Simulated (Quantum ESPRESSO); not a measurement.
# Computed records: Zn₄Se₂SO (made-up cell)

Computed with Quantum ESPRESSO 7.5. Calculation on a made-up crystal cell, not a measurement, rerun at a higher cutoff and a denser mesh: periodic Kohn-Sham density functional theory in plane waves with PseudoDojo standard norm-conserving scalar-relativistic pseudopotentials, each functional with its own files (v0.5 for PBE, v0.4.1 for LDA and PBEsol), no spin polarisation, no spin-orbit coupling, atoms not relaxed, stress positive in tension, energies less a fixed whole-eV offset for each atom's element; levels are Kohn-Sham levels at fractions of this cell's reciprocal vectors, counted from the reference band (half the neutral cell's valence electrons, rounded up) at Gamma; error bars give the change to or from the runs named with them, not the error of the files; each bar is the largest change over components, and at least 0.002 eV, 0.002 eV per angstrom or 0.02 GPa; energies are for the whole cell, and the offsets were chosen from early runs and are not element reference energies.

```cif
# cell vector a (Å): 5.4117 -0.0888 0.0345
# cell vector b (Å): -0.0888 5.5397 -0.0426
# cell vector c (Å): 0.0345 -0.0426 5.4543
data_Zn4Se2SO
_symmetry_space_group_name_H-M 'P 1'
_symmetry_Int_Tables_number 1
_cell_length_a 5.4125
_cell_length_b 5.5406
_cell_length_c 5.4546
_cell_angle_alpha 90.894
_cell_angle_beta 89.265
_cell_angle_gamma 91.861
_cell_volume 163.46
loop_
_atom_site_label
_atom_site_type_symbol
_atom_site_fract_x
_atom_site_fract_y
_atom_site_fract_z
_atom_site_occupancy
Zn1 Zn 0.98054 0.98194 0.95943 1
Zn2 Zn 0.97013 0.53039 0.50812 1
Zn3 Zn 0.50945 0.01125 0.48102 1
Zn4 Zn 0.52329 0.51084 0.99608 1
O1 O 0.24550 0.22332 0.25150 1
Se1 Se 0.24230 0.75500 0.77312 1
Se2 Se 0.71834 0.24139 0.75643 1
S1 S 0.72568 0.76734 0.24880 1
_calc_lattice_type 'zincblende/diamond'
_calc_functional 'pbe'
_calc_cutoff 1467  # eV
_calc_fermi_dirac_smearing 0.025  # eV
_calc_scf_tolerance 1e-07  # eV
_calc_electrons_removed 0
_calc_k_mesh '6 x 6 x 6, shifted by half a step'
_calc_free_energy_less_offsets -0.5233  # eV
_calc_scf_iterations 12
_calc_smearing_term_minus_ts 0  # eV
_calc_pressure 2.787  # GPa
_calc_stress_xx -2.885  # GPa
_calc_stress_yy -3.137  # GPa
_calc_stress_zz -2.338  # GPa
_calc_stress_yz -5.528  # GPa
_calc_stress_xz 2.073  # GPa
_calc_stress_xy 1.533  # GPa
_calc_error_bar_energy 0.00249  # eV
_calc_error_bar_stress 0.02  # GPa
_calc_error_bar_force 0.002  # eV/angstrom
_calc_error_bars_from 'change from the looser run of this cell'
```

Atoms:
| atoms element | atom site | atom energy offset (eV) |
| --- | --- | --- |
| Zn | 1 | -5687 |
| Zn | 2 | -5687 |
| Zn | 3 | -5687 |
| Zn | 4 | -5687 |
| O | 5 | -452 |
| Se | 6 | -3300 |
| Se | 7 | -3300 |
| S | 8 | -302 |

Forces:
| site | x (eV/Å) | y (eV/Å) | z (eV/Å) |
| --- | --- | --- | --- |
| 1 | -0.3408 | 1.973 | 2.759 |
| 2 | 0.5826 | -0.9588 | -0.9392 |
| 3 | -2.85 | 0.7074 | -1.526 |
| 4 | -1.909 | -0.4844 | 1.586 |
| 5 | 0.3027 | 0.1618 | 0.0688 |
| 6 | 1.604 | -1.323 | -1.664 |
| 7 | 1.421 | 0.5783 | -0.2583 |
| 8 | 1.189 | -0.6539 | -0.02758 |
